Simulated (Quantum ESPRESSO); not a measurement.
Band energies of MoS$_{2}$

```
CELL_PARAMETERS angstrom
      1.57689     0.91042     5.99618
     -1.57689     0.91042     5.99618
      0.00000    -1.82084     5.99618
ATOMIC_POSITIONS crystal
  S  0.42007 0.42007 0.42007
  S  0.24619 0.24619 0.24619
  Mo 0.99976 0.99976 0.99976
```

norm-conserving PBEsol (Quantum ESPRESSO, 80 Ry, with spin-orbit coupling); path ΓLB1,BZΓX,QFP1Z,LP; energies in eV from the valence-band maximum.

```csv
k (1/Å),point,band 26,band 27,band 28,band 29,band 30,band 31,band 32,band 33
0.00,Γ,-1.08,1.89,1.89,1.97,1.97,2.37,2.37,2.37
0.53,,-1.49,1.08,1.10,1.78,1.79,2.41,2.42,2.79
1.16,L,-1.56,1.56,1.56,1.92,1.92,3.25,3.25,3.41
1.77,,-0.78,0.96,0.97,2.01,2.08,2.75,2.88,4.10
1.89,B1,-0.77,0.99,1.00,2.04,2.10,2.86,2.99,4.09
1.89,B,-0.77,0.99,1.00,2.04,2.10,2.86,2.99,4.09
2.31,,-1.56,1.67,1.76,1.94,2.00,2.02,2.08,3.76
2.84,,-0.61,1.68,1.72,1.84,1.86,2.07,2.10,2.56
3.16,Z,0.00,2.03,2.03,2.09,2.09,2.17,2.17,2.20
3.55,,-0.65,1.90,1.90,1.97,1.99,2.34,2.34,2.34
3.68,Γ,-1.08,1.89,1.89,1.97,1.97,2.37,2.37,2.37
4.07,,-1.07,1.30,1.32,1.83,1.86,1.94,1.99,2.66
4.65,,-1.27,0.98,1.02,1.98,2.05,2.33,2.36,3.96
5.04,X,-0.75,0.95,0.97,2.05,2.11,2.83,2.97,4.11
5.04,Q,-0.75,0.95,0.97,2.05,2.11,2.83,2.97,4.11
5.67,F,-1.40,1.50,1.50,2.08,2.08,2.86,2.86,3.85
5.67,P1,-1.42,1.51,1.51,2.12,2.14,2.90,2.93,3.69
6.04,,-1.75,1.40,1.40,2.04,2.07,2.36,2.39,3.43
6.59,,-0.22,1.90,1.92,2.02,2.05,2.10,2.12,2.27
6.77,Z,0.00,2.03,2.03,2.09,2.09,2.17,2.17,2.20
6.77,L,-1.56,1.56,1.56,1.92,1.92,3.25,3.25,3.41
7.12,P,-1.42,1.51,1.51,2.12,2.14,2.90,2.93,3.69
```

The PBEsol gap is indirect, 0.70 eV, from Z to 57 % of the way from Γ to X; the smallest direct gap is 1.70 eV.

Geometry relaxed with PBE+D3(BJ).
